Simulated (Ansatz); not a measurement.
Mn$_{2}$Ge in space group P4/nmm (No. 129; Mn on 2a, Mn on 2c, Ge on 2c), plane-wave PAW PBE (Ansatz code), all energies at zero smearing, with the estimated change up to a 700 eV cutoff added, with one set of potentials and settings (totals compare only within such a set). Cell of 6 atoms (4 Mn, 2 Ge): -24185.719 eV.

```csv
element,reference phase,E (eV/atom)
Mn,"I-43m, 29 atoms in the cell, spin-polarised",-3898.8617
Ge,"Fd-3m, 2 atoms in the cell",-4294.9847
```

Formation energy per atom, worked out: (-24185.719 − 4×(-3898.8617) − 2×(-4294.9847))/6 = -0.050 eV/atom (-5 kJ per mol of atoms), at 0 K, without zero-point energy or fitted corrections.

A made-up cell: these elements were put on the sites of a structure type; neither database checked (COD, Materials Project) lists it. Whether it is the stable phase at ambient conditions was not checked. The cell was relaxed with PBE under the symmetry of its start, as lowered by the spin order; whether a distortion lowers the energy is not shown. The final state is ferrimagnetic, chosen from 5 collinear starts compared on coarse meshes (ties went to the first, and starts can fall back to one state), not a proven ground state. The references are the lowest solids computed at this level, not always the standard phases.

Potentials: the later of the program's two PAW sets.
